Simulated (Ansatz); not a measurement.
Input and steps of a relaxation of cell and atoms on InGa2As3, ordered on the zincblende lattice (Imm2) with 6 atoms a cell (Ansatz, r2SCAN). It starts from the PBE minimum.

```yaml
crystal:
  lattice:
    - [-2.0790585427, 6.244783383, 2.9515062178]
    - [2.0790585427, -6.244783383, 2.9515062178]
    - [2.0790585427, 6.244783383, -2.9515062178]
  atoms:
    - { symbol: Ga, position: [0.6695524255, 1.0005259335, 0.669026492] }
    - { symbol: As, position: [0.4369135669, 0.2623498887, 0.1745636782] }
    - { symbol: Ga, position: [0.3314994415, 0.0005259335, 0.330973508] }
    - { symbol: As, position: [0.0877862106, 0.2623498887, 0.8254363218] }
    - { symbol: In, position: [0.0003863404, 0.0003863404, 0.0] }
    - { symbol: As, position: [0.7238620151, 0.2238620151, 0.5] }
kpoints:
  mp_grid: { grid: [8, 8, 8] }
hamiltonian:
  xc: r2scan
scf:
  occupations: { method: fermi_dirac, width: 0.02 }
relax:
  f_tol: 0.005
  cell: {}
```

The trajectory has 5 recorded frames, each with positions in Å and forces in eV/Å. The last, and any step after a large change of cell, is solved on a basis re-selected at its cell; pressure is positive in compression.

Step 1: energy 0.0 meV/atom from step 1, largest force component 0.027 eV/Å, pressure -2.44 GPa
```xyz
6
Lattice="-2.0791 6.2448 2.9515 2.0791 -6.2448 2.9515 2.0791 6.2448 -2.9515" Properties=species:S:1:pos:R:3:forces:R:3 pbc="T T T"
Ga    2.0791    2.1111    2.9546    0.0000   -0.0045    0.0203
As    0.0000    2.1802    1.5487    0.0000    0.0194   -0.0027
Ga    0.0000    4.1337    0.0031    0.0000    0.0045    0.0203
As    2.0791    4.0646   -1.4029    0.0000   -0.0194   -0.0027
In    0.0000    0.0000    0.0023    0.0000    0.0000   -0.0275
As    0.0000    6.2448    1.3215    0.0000    0.0000   -0.0078
```

Step 2: energy -6.9 meV/atom from step 1, largest force component 0.221 eV/Å, pressure +0.60 GPa
```xyz
6
Lattice="-2.0465 6.1442 2.9046 2.0465 -6.1442 2.9046 2.0465 6.1442 -2.9046" Properties=species:S:1:pos:R:3:forces:R:3 pbc="T T T"
Ga    2.0465    2.0741    2.9073    0.0000   -0.0045    0.0037
As    0.0000    2.1343    1.5160    0.0000    0.1460    0.1033
Ga    0.0000    4.0702    0.0027    0.0000    0.0045    0.0037
As    2.0465    4.0100   -1.3887    0.0000   -0.1460    0.1033
In    0.0000    0.0000    0.0027    0.0000    0.0000    0.0067
As    0.0000    6.1442    1.3170    0.0000    0.0000   -0.2207
```

Step 3: energy -8.1 meV/atom from step 1, largest force component 0.020 eV/Å, pressure -0.03 GPa
```xyz
6
Lattice="-2.0509 6.1634 2.9135 2.0509 -6.1634 2.9135 2.0509 6.1634 -2.9135" Properties=species:S:1:pos:R:3:forces:R:3 pbc="T T T"
Ga    2.0509    2.0847    2.9167    0.0000   -0.0017    0.0049
As    0.0000    2.1555    1.5319    0.0000   -0.0020   -0.0136
Ga    0.0000    4.0787    0.0032    0.0000    0.0017    0.0049
As    2.0509    4.0079   -1.3816    0.0000    0.0020   -0.0136
In    0.0000    0.0000    0.0030    0.0000    0.0000   -0.0029
As    0.0000    6.1634    1.2971    0.0000    0.0000    0.0202
```

Step 4: energy -8.1 meV/atom from step 1, largest force component 0.004 eV/Å, pressure 0.00 GPa
```xyz
6
Lattice="-2.0506 6.1617 2.9138 2.0506 -6.1617 2.9138 2.0506 6.1617 -2.9138" Properties=species:S:1:pos:R:3:forces:R:3 pbc="T T T"
Ga    2.0506    2.0830    2.9167    0.0000   -0.0023   -0.0005
As    0.0000    2.1552    1.5305    0.0000   -0.0037    0.0017
Ga    0.0000    4.0787    0.0030    0.0000    0.0023   -0.0005
As    2.0506    4.0065   -1.3832    0.0000    0.0037    0.0017
In    0.0000    0.0000    0.0037    0.0000    0.0000    0.0011
As    0.0000    6.1617    1.3000    0.0000    0.0000   -0.0034
```

Step 5: energy -8.0 meV/atom from step 1, largest force component 0.004 eV/Å, pressure -0.01 GPa
```xyz
6
Lattice="-2.0506 6.1617 2.9138 2.0506 -6.1617 2.9138 2.0506 6.1617 -2.9138" Properties=species:S:1:pos:R:3:forces:R:3 pbc="T T T"
Ga    2.0506    2.0830    2.9167    0.0000   -0.0023   -0.0005
As    0.0000    2.1552    1.5305    0.0000   -0.0037    0.0016
Ga    0.0000    4.0787    0.0030    0.0000    0.0023   -0.0005
As    2.0506    4.0065   -1.3832    0.0000    0.0037    0.0016
In    0.0000    0.0000    0.0037    0.0000    0.0000    0.0012
As    0.0000    6.1617    1.3000    0.0000    0.0000   -0.0034
```

The walk took 4 steps and changed the volume by -3.9 %. The last SCF, on a fresh basis, lies 8.0 meV an atom below the first. At the end: space group Imm2 (No. 44), orthorhombic; conventional cell a = 4.101 Å, b = 12.323 Å, c = 5.828 Å, 24.54 Å³ an atom. Ga has 4 As at 2.45–2.48 Å; As has 3 Ga at 2.46–2.48 Å and 1 In at 2.64 Å; In has 4 As at 2.61–2.64 Å; As has 2 Ga at 2.45 Å and 2 In at 2.61 Å.

Command: `ansatz run input.yaml --threads 2 --pin off --max-ram 29491MiB --backend cpu --events-out ev --progress --plain --runs-dir out`.

Question: What wall time did it need on 2 threads of AMD EPYC 7R13 Processor (Zen 3), with other jobs on the host, load about 0.8 per core, and how much host memory at the peak?

Answer: About 2.9 min, with a peak of 1.3 GiB.

These are computed values for a spin-unpolarised cell that may be hypothetical; none is a measurement.
